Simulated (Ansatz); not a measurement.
**Sr₂LuRh₂: reading a single point**

```
CELL_PARAMETERS angstrom
0.00000 4.43660 0.00000
4.43660 0.00000 0.00000
2.21830 2.21830 -5.44466
ATOMIC_POSITIONS crystal
Sr 0.36200 0.36200 0.27600
Sr 0.63800 0.63800 0.72400
Lu 0.00000 0.00000 0.00000
Rh 0.75000 0.25000 0.50000
Rh 0.25000 0.75000 0.50000
```

Level: PBEsol, non-collinear spin; 420 eV; 6×6×6 Γ-centred mesh; gaussian occupations (width 0.0112 eV); Ansatz 0.2.0, fixed geometry.

The state carries no moments; the state need not be the lowest.

Q: Is the cell too large or too small?

A: The pressure is 14.7 GPa (compression positive), so with the atoms held at these fractions the cell would first expand; the forces are large, so a full relaxation may end otherwise. The principal stresses 7.4, 18.4, 18.4 GPa differ, so its shape would change too.

Q: Describe some of the short contacts.

A: Sr–Rh at 2.53 Å: least valence density 0.41 e/Å³ and ELF 0.15 there. Lu–Sr at 3.48 Å: least valence density 0.09 e/Å³ and ELF 0.12 there. Lu–Rh at 3.51 Å: least valence density 0.12 e/Å³ and ELF 0.22 there. Both are smooth PAW fields, read partly inside the augmentation spheres.

Q: How is the charge shared?

A: Bader charges in e: Sr +0.77, Lu +0.92, Rh -1.23. In the mean Lu gives up most and Rh takes most.

Q: Is there a gap?

A: It is a metal, with about 2.2 states/eV a cell as the mean within 0.25 eV of the Fermi level, mostly Lu d (29 %), Rh d (28 %) and Sr s (13 %).

Origin: a known structure type with other elements, at an estimated volume, so it need not be a known compound. Caveats: atoms or cell far from equilibrium.

Cost: 120 s on 2 threads of Arm Neoverse V2, with other jobs on the host, peak memory 1.2 GiB (start from a saved density). The time holds forces, stress, Bader, DOS, bands, ELF.
